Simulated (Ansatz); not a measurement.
Mg2TeS:
```xyz
4
Lattice="2.1371 1.2339 7.0431 -2.1371 1.2339 7.0431 0.0000 -2.4677 7.0431" Properties=species:S:1:pos:R:3 pbc="T T T"
Mg     0.0000     0.0000    20.9362
Mg     0.0000     0.0000    10.7811
Te     0.0000     0.0000     2.5947
S      0.0000     0.0000    13.2285
```

Relaxed with r²SCAN. Special points in fractions of this cell's reciprocal vectors: Γ (0.000, 0.000, 0.000); T (0.500, 0.500, 0.500); H2 (0.813, 0.187, 0.500); H0 (0.500, -0.187, 0.187); L (0.500, 0.000, 0.000); S0 (0.344, -0.344, 0.000); S2 (0.656, 0.000, 0.344); F (0.500, 0.000, 0.500).

List the band energies nearest the valence-band maximum at these points for plane-wave PAW r²SCAN (Ansatz code).

In eV from the valence-band maximum; about four levels below and three above (degenerate sets whole), none deeper than 8.9 eV; points with the same levels are listed once.

```tsv
k	below	above
Γ	-2.03 -2.03 -1.03 0.00 0.00	2.09 4.47 6.09 6.09
T	-2.02 -2.02 -0.04 -0.04	3.28 4.73 5.53
H2	-3.14 -2.33 -1.95 -1.47	3.88 4.15 5.36
L	-2.72 -2.45 -2.00 -0.87	3.65 4.21 5.19
S0	-3.22 -2.36 -1.96 -1.49	3.81 4.50 5.23
F	-2.50 -2.18 -1.22 -0.75	2.66 3.76 4.18
```

Space group R3m. The first step of the workflow began from a Materials Project structure, measured or hypothetical; the Crystallography Open Database copy checked does not list it. Whether it is the stable phase at ambient conditions was not checked. The cell was relaxed with r²SCAN under the symmetry of its start; its stability against distortions is not shown here. Scalar-relativistic: spin–orbit coupling is off unless named, which matters more the heavier the elements.

Potentials: the later of the program's two PAW sets.
